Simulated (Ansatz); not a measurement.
AgRh:
Space group P4/mmm (No. 123); a = b = 2.7037 Å, c = 4.2170 Å, α = β = γ = 90.00°

```tsv
atom	site	symmetry	x	y	z
Rh	1a	4/mmm	0.0000	0.0000	0.0000
Ag	1d	4/mmm	0.5000	0.5000	0.5000
```

Relaxed with r²SCAN.

### Question
Which orbitals make up the states near the Fermi level in r²SCAN in the plane-wave PAW code Ansatz?

### Answer
Within 0.5 eV of the Fermi level: Rh 4d 86 %, Ag 4d 7 %. Projections are on Löwdin-orthogonalised atomic valence shells; empty p or d shells of many metals are not among them.

### Question
Tabulate the density of states.

### Answer
States/eV per cell of 2 atoms, in 0.25 eV bins, energy from the Fermi level.

| E (eV) | total | Ag 4d | Rh 4d | Ag 5s |
|---|---|---|---|---|
| -7.80 | 0.00 | 0.00 | 0.00 | 0.00 |
| -7.55 | 0.03 | 0.00 | 0.00 | 0.02 |
| -7.30 | 0.09 | 0.00 | 0.00 | 0.05 |
| -7.05 | 0.13 | 0.01 | 0.00 | 0.07 |
| -6.80 | 0.20 | 0.03 | 0.00 | 0.09 |
| -6.55 | 0.50 | 0.25 | 0.02 | 0.13 |
| -6.30 | 1.80 | 1.32 | 0.12 | 0.21 |
| -6.05 | 3.55 | 2.69 | 0.35 | 0.27 |
| -5.80 | 4.83 | 3.71 | 0.53 | 0.24 |
| -5.55 | 4.80 | 3.70 | 0.57 | 0.19 |
| -5.30 | 3.93 | 3.05 | 0.58 | 0.10 |
| -5.05 | 4.00 | 3.11 | 0.67 | 0.12 |
| -4.80 | 3.62 | 2.88 | 0.55 | 0.12 |
| -4.55 | 3.25 | 2.67 | 0.36 | 0.15 |
| -4.30 | 3.85 | 3.10 | 0.42 | 0.25 |
| -4.05 | 3.09 | 2.63 | 0.32 | 0.10 |
| -3.80 | 3.32 | 2.66 | 0.42 | 0.15 |
| -3.55 | 2.31 | 1.28 | 0.78 | 0.13 |
| -3.30 | 2.41 | 1.03 | 1.13 | 0.11 |
| -3.05 | 2.67 | 0.56 | 1.82 | 0.12 |
| -2.80 | 2.71 | 0.52 | 1.89 | 0.09 |
| -2.55 | 2.80 | 0.57 | 1.95 | 0.08 |
| -2.30 | 2.62 | 0.55 | 1.80 | 0.06 |
| -2.05 | 2.88 | 0.58 | 2.05 | 0.05 |
| -1.80 | 2.03 | 0.35 | 1.52 | 0.03 |
| -1.55 | 2.07 | 0.32 | 1.60 | 0.02 |
| -1.30 | 3.20 | 0.43 | 2.55 | 0.03 |
| -1.05 | 2.70 | 0.32 | 2.24 | 0.02 |
| -0.80 | 1.81 | 0.17 | 1.54 | 0.02 |
| -0.55 | 2.52 | 0.16 | 2.24 | 0.04 |
| -0.30 | 3.48 | 0.26 | 3.06 | 0.05 |
| -0.05 | 3.88 | 0.27 | 3.41 | 0.07 |
| 0.20 | 1.97 | 0.14 | 1.61 | 0.08 |
| 0.45 | 1.11 | 0.06 | 0.80 | 0.11 |
| 0.70 | 0.77 | 0.06 | 0.42 | 0.14 |
| 0.95 | 0.77 | 0.06 | 0.35 | 0.17 |
| 1.20 | 0.66 | 0.04 | 0.29 | 0.14 |
| 1.45 | 0.62 | 0.03 | 0.26 | 0.14 |
| 1.70 | 0.54 | 0.03 | 0.18 | 0.13 |
| 1.95 | 0.47 | 0.03 | 0.11 | 0.13 |
| 2.20 | 0.46 | 0.02 | 0.10 | 0.12 |
| 2.45 | 0.45 | 0.02 | 0.09 | 0.11 |
| 2.70 | 0.44 | 0.02 | 0.08 | 0.10 |
| 2.95 | 0.44 | 0.02 | 0.07 | 0.10 |
| 3.20 | 0.45 | 0.01 | 0.07 | 0.09 |
| 3.45 | 0.51 | 0.01 | 0.09 | 0.08 |
| 3.70 | 0.51 | 0.01 | 0.08 | 0.08 |
| 3.95 | 0.53 | 0.01 | 0.07 | 0.08 |
| 4.20 | 0.49 | 0.01 | 0.06 | 0.07 |
| 4.45 | 0.46 | 0.01 | 0.05 | 0.07 |
| 4.70 | 0.44 | 0.01 | 0.04 | 0.06 |

The start of the workflow was typed in or built on a structure type; neither database checked (COD, Materials Project) lists it. Whether it is the stable phase at ambient conditions was not checked. Symmetry was held in the r²SCAN relaxation; whether a distortion lowers the energy is not shown. The run is not spin-polarised. Its formation energy is positive at this level, so the cell may be metastable or incomplete. Axis ratios of metals converge slowly with the k-mesh, so a and c are less sure than the volume. Scalar-relativistic: spin–orbit coupling is off unless named, which matters more the heavier the elements.

Potentials: the earlier of the program's two PAW sets.
